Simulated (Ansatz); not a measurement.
Sr₄Ir: stable or not

It was reached by relaxing an invented guess, and it needn't be the stable form of this composition.

Level of theory: Ansatz, DFT PBE, scalar-relativistic, plane waves, PAW. The final run on the 5-atom cell used 420 eV, a Γ-centred 6×6×6 mesh, 0.10 eV smearing and no spin polarisation.

```xyz
5
Lattice="5.9923 0.0000 0.0000 0.0000 5.9923 0.0000 0.0000 0.0000 5.9923" Properties=species:S:1:pos:R:3 pbc="T T T"
Sr    0.0000    2.9961    2.9961
Sr    2.9961    0.0000    2.9961
Sr    2.9961    2.9961    0.0000
Sr    0.0000    0.0000    0.0000
Ir    2.9961    2.9961    2.9961
```

Formation energies are uncorrected and refer to the elements' standard structures at the same level.

Task: These tests were run: energy against the elements; random kick, then relaxation without symmetry; phonons at Γ; elastic tensor. What do they show?

Result:

```csv
test,result
energy against the elements,−0.09 eV/atom
"random kick, then relaxation without symmetry",returns
phonons at Γ,lowest optical mode 40 cm⁻¹
elastic tensor,least eigenvalue 11 GPa
```

It fails none of these tests outright. Other phases of the system weren't compared here, so this isn't yet thermodynamic stability. Phonons away from Γ weren't computed. Undecided within the accuracy: elastic tensor.

These runs have no spin–orbit coupling, which can matter for Ir. The kick test ran on a coarse mesh. The run for the phonons used a 6×6×6 k mesh and Fermi–Dirac smearing of 0.15 eV. The run for the elastic tensor used a 6×6×6 k mesh and Fermi–Dirac smearing of 0.15 eV.
